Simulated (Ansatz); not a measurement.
Method: DFT PBE, scalar-relativistic, plane waves, PAW, and for the lanthanide a 4f-in-core norm-conserving potential, in Ansatz. All cells share a 690 eV cutoff and Γ-centred k meshes spaced about 0.3 Å⁻¹ or finer (0.25 for metals, 2π included). No spin polarisation in the final relaxations.

All energies are static (0 K, no zero-point motion). All come from trial cells, and lower structures may exist.

**Question.** Order these relaxed structures of TmB₃Au by energy, lowest first, with the energy over the lowest of them.
1.

```xyz
10
Lattice="5.0706 0.0000 0.0000 -2.5353 4.3913 0.0000 0.0000 0.0000 5.4311" Properties=species:S:1:pos:R:3 pbc="T T T"
Tm    0.0000    2.9275    4.0734
Tm    2.5353    1.4638    1.3578
B    -0.8338    3.4089    1.3578
B     1.7015    0.9824    4.0734
B     0.0000    1.9647    1.3578
B     3.3691    0.9824    4.0734
B     0.8338    3.4089    1.3578
B     2.5353    2.4266    4.0734
Au    0.0000    0.0000    0.0000
Au    0.0000    0.0000    2.7156
```

2.

```xyz
5
Lattice="2.6584 1.5348 2.7127 -2.6584 1.5348 2.7127 0.0000 -3.0696 2.7127" Properties=species:S:1:pos:R:3 pbc="T T T"
Tm    0.0000    0.0000    0.2277
B     0.8272    0.4776    5.6065
B     0.0000   -0.9552    5.6065
B    -0.8272    0.4776    5.6065
Au    0.0000    0.0000    3.2782
```

**Answer.** 1 (0 meV/atom), 2 (82 meV/atom). Forms: 1 P6_3/mmc; 2 R3m. Counting B atoms around Au and Tm (those within 1.25 times the shortest such distance or 1.15 times the sum of covalent radii, 1.27 where that leaves under three; a plus sign parts nearer from farther groups): cell 1 has Tm 6+6, Au 6; cell 2 has Tm 9, Au 3+3. Cell 1 and cell 2 both hold B–B units of three or more atoms.

Spin–orbit coupling, which can matter for Au, is left out. With atoms moved at random, P6_3/mmc came back. Without a clear test, and held by symmetry: R3m. Some candidate types were left out of the draw beforehand, so a known form may be missing.

The lanthanide is trivalent by construction, without f bands, f moments or other valences.
